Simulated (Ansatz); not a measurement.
BiIrS in space group P2_13 (No. 198; Bi on 4a, Ir on 4a, S on 4a), DFT-PBEsol in the program Ansatz with PAW potentials. The conduction-band minimum lies on the Γ–R line, 92 % of the way from Γ, with 8 equivalent valleys. Second derivatives d²E/dk² of the lowest band at one valley (eV·Å²), along Cartesian directions:

```tsv
direction	d²E/dk²
[100]	21.28
[010]	21.28
[001]	21.28
[110]	12.80
[101]	12.80
[011]	12.80
```

Q: Find the principal effective masses, the density-of-states mass and the conductivity mass.

A: Off-diagonal terms follow from H_xy = H[110] − (H_xx + H_yy)/2, and m*/mₑ = 7.620 eV·Å² over each eigenvalue: 0.26, 0.26, 1.8. One valley's DOS mass (m₁m₂m₃)^(1/3) = 0.49, conductivity mass 3/(Σ 1/mᵢ) = 0.36 mₑ.

Q: What effective density of states Nc follows at 300 K for parabolic valleys?

A: Nc = 2.509e19 × 8 × (0.49)^(3/2) ≈ 6.9e19 cm⁻³.

The first step of the workflow began from a Materials Project structure, measured or hypothetical; the Crystallography Open Database copy checked does not list it. Its standing as an ambient phase is unchecked. The cell was relaxed with PBEsol under the symmetry of its start; its stability against distortions is not shown here. The run is not spin-polarised. Spin–orbit coupling is left out wherever it is not named.

Potentials: the later of the program's two PAW sets.

Edges and masses are those of Kohn–Sham bands, whose gap is no quasiparticle gap.
